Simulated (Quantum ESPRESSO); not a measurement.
**Band energies of MgS₂ at -1.5 % isotropic strain**

```
MgS2
1.0
    3.36168    -1.93690    -0.00945
    3.36168     1.93690    -0.00945
   -2.22608     0.00000     4.47635
Mg S
1 2
Direct
  0.50000   0.50000   0.50000
  0.92226   0.92226   0.76814
  0.07774   0.07774   0.23186
```

PBEsol (pw.x of Quantum ESPRESSO, ONCV potentials, without SOC); path ΓYFLI,I1ZHF1,H1Y1XΓN,MΓ; energies in eV from the valence-band maximum.

| k (1/Å) | point | band 7 | band 8 | band 9 | band 10 | band 11 | band 12 | band 13 | band 14 |
|---|---|---|---|---|---|---|---|---|---|
| 0.00 | Γ | -6.95 | -2.53 | -2.52 | -1.03 | -1.03 | 2.82 | 3.05 | 6.60 |
| 0.73 |  | -4.79 | -4.10 | -3.53 | -2.03 | 0.00 | 1.75 | 3.51 | 6.03 |
| 1.56 |  | -6.19 | -5.25 | -2.84 | -1.87 | -1.69 | 2.49 | 3.99 | 4.65 |
| 1.77 | Y | -5.69 | -5.09 | -2.84 | -1.67 | -1.30 | 2.31 | 4.00 | 5.11 |
| 2.43 |  | -6.36 | -4.06 | -3.37 | -2.87 | -0.79 | 2.50 | 4.53 | 6.19 |
| 2.99 | F | -5.04 | -3.01 | -2.97 | -0.85 | -0.25 | 1.86 | 3.46 | 5.51 |
| 3.33 |  | -6.30 | -3.46 | -3.14 | -2.22 | -0.60 | 2.74 | 4.42 | 6.06 |
| 4.00 | L | -5.97 | -5.59 | -2.83 | -1.98 | -1.57 | 2.26 | 3.83 | 4.55 |
| 4.27 | I | -5.89 | -5.47 | -3.25 | -2.41 | -1.47 | 2.41 | 4.59 | 5.54 |
| 4.27 | I1 | -5.89 | -5.47 | -3.25 | -2.41 | -1.47 | 2.41 | 4.59 | 5.54 |
| 4.99 |  | -5.09 | -4.01 | -3.70 | -2.24 | -0.59 | 1.92 | 4.96 | 5.10 |
| 5.62 | Z | -3.59 | -3.04 | -3.03 | -0.12 | -0.10 | 1.01 | 2.32 | 5.75 |
| 5.82 |  | -3.80 | -3.24 | -3.12 | -0.64 | -0.13 | 1.24 | 2.80 | 5.54 |
| 6.64 |  | -6.03 | -4.17 | -3.64 | -3.12 | -0.49 | 2.04 | 3.91 | 6.84 |
| 7.45 |  | -6.10 | -2.72 | -2.68 | -0.83 | -0.71 | 2.18 | 3.63 | 6.06 |
| 7.96 | H | -6.05 | -4.43 | -2.67 | -1.59 | -1.20 | 2.73 | 4.43 | 4.81 |
| 8.26 |  | -6.80 | -3.36 | -2.81 | -1.77 | -1.04 | 3.12 | 4.14 | 6.03 |
| 9.06 |  | -3.63 | -3.03 | -3.03 | -0.14 | -0.10 | 1.04 | 2.34 | 5.74 |
| 9.36 | F1 | -5.04 | -3.01 | -2.97 | -0.85 | -0.25 | 1.86 | 3.46 | 5.51 |
| 9.36 | H1 | -6.05 | -4.43 | -2.67 | -1.59 | -1.20 | 2.73 | 4.43 | 4.81 |
| 9.77 |  | -6.89 | -2.69 | -2.52 | -1.07 | -1.06 | 2.82 | 3.27 | 6.43 |
| 10.58 | Y1 | -5.69 | -5.09 | -2.84 | -1.67 | -1.30 | 2.31 | 4.00 | 5.11 |
| 11.28 | X | -5.43 | -4.82 | -3.80 | -2.66 | -0.05 | 1.82 | 3.03 | 6.40 |
| 11.47 |  | -5.41 | -4.74 | -4.20 | -2.51 | -0.42 | 2.02 | 3.57 | 6.17 |
| 12.23 |  | -6.51 | -4.36 | -3.47 | -2.17 | -1.69 | 3.20 | 5.02 | 6.20 |
| 12.90 | Γ | -6.95 | -2.53 | -2.52 | -1.03 | -1.03 | 2.82 | 3.05 | 6.60 |
| 13.00 |  | -6.86 | -2.61 | -2.53 | -1.05 | -1.00 | 2.72 | 3.24 | 6.48 |
| 13.75 |  | -5.29 | -3.92 | -3.39 | -2.11 | -0.69 | 1.84 | 4.05 | 6.14 |
| 14.23 | N | -5.45 | -4.82 | -3.82 | -2.64 | -0.06 | 1.84 | 3.02 | 6.38 |
| 14.23 | M | -5.95 | -5.58 | -2.84 | -1.99 | -1.58 | 2.23 | 3.83 | 4.54 |
| 14.42 |  | -6.13 | -5.25 | -2.82 | -1.90 | -1.63 | 2.45 | 4.01 | 4.63 |
| 15.19 | Γ | -6.95 | -2.53 | -2.52 | -1.03 | -1.03 | 2.82 | 3.05 | 6.60 |

The PBEsol gap is indirect, 1.01 eV, from 41 % of the way from Γ to Y to Z; the smallest direct gap is 1.11 eV.

Geometry strained from the cell relaxed with PBEsol, atoms relaxed again.

The structure is a Materials Project entry; no match was found in the copy of COD used, and its stability was not checked.
